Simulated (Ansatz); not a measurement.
NbAl$_{3}$ in space group I4/mmm (No. 139; Al on 2b, Al on 4d, Nb on 2a) under volume change, plane-wave PAW r²SCAN (Ansatz code), shape and atoms relaxed at each volume.

| V (Å³/atom) | E − E(relaxed) (meV/atom) | P (GPa) |
|---|---|---|
| 14.343 | 63.4 | 15.48 |
| 14.816 | 26.7 | 9.52 |
| 15.289 | 6.3 | 4.40 |
| 15.761 | 0.0 | 0.00 |
| 16.234 | 5.7 | -3.79 |
| 16.707 | 21.9 | -7.05 |
| 17.180 | 46.9 | -9.85 |

What does a third-order Birch–Murnaghan fit give for V₀, B₀ and B′?

V₀ = 15.76 Å³/atom, B₀ = 136 GPa, B′ = 4.0.

The workflow started from a Materials Project entry (that database holds measured and hypothetical structures alike); the Crystallography Open Database copy checked does not list it. With Al and Nb taken as one species the cell has the higher symmetry I4/mmm, so it may be an ordered model of a mixed-site phase. Its standing as an ambient phase is unchecked. The cell was relaxed with r²SCAN under the symmetry of its start; of distortions, only those at the zone centre were tested. No spin polarisation was allowed.

Potentials: the later of the program's two PAW sets.
